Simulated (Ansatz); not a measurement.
The relaxed structure here is a generated cell of La2O3: the first start was made by a random draw of sites in a space group, and the end was not matched to a known phase here, so it may be hypothetical. Known forms of La2O3 include space group No. 164.

One stationary structure of La$_{2}$O$_{3}$. Space group P6₃/mmc (No. 194). The numbers are results of r2SCAN (plane waves to 500 eV, PAW, scalar-relativistic; Ansatz, a first-principles code), not measurements.

```cif
data_La4O6
_chemical_formula_sum 'La4 O6'
_space_group_name_H-M_alt 'P 1'
_space_group_IT_number 1
_cell_length_a 3.90363
_cell_length_b 3.90363
_cell_length_c 12.03630
_cell_angle_alpha 90.000
_cell_angle_beta 90.000
_cell_angle_gamma 120.000
loop_
_space_group_symop_operation_xyz
  'x, y, z'
loop_
_atom_site_label
_atom_site_type_symbol
_atom_site_fract_x
_atom_site_fract_y
_atom_site_fract_z
_atom_site_occupancy
La1 La 0.00000 0.00000 0.00000 1
La2 La 0.00000 0.00000 0.50000 1
La3 La 0.33333 0.66667 0.25000 1
La4 La 0.66667 0.33333 0.75000 1
O1 O 0.00000 0.00000 0.25000 1
O2 O 0.00000 0.00000 0.75000 1
O3 O 0.33333 0.66667 0.58912 1
O4 O 0.33333 0.66667 0.91088 1
O5 O 0.66667 0.33333 0.41088 1
O6 O 0.66667 0.33333 0.08912 1
```

Problem. Predict the band gap from r2SCAN.

Solution. 3.97 eV, indirect (valence top at H, conduction bottom at k = (0, 0.3, 0)) (no spin-orbit coupling).

Problem. Give the smallest direct gap at the level r2SCAN.

Solution. 4.07 eV at k = (0, 0.3, 0).

No spin polarisation in the result.

The run could not lose the symmetry of its start, so the end can be a saddle point.
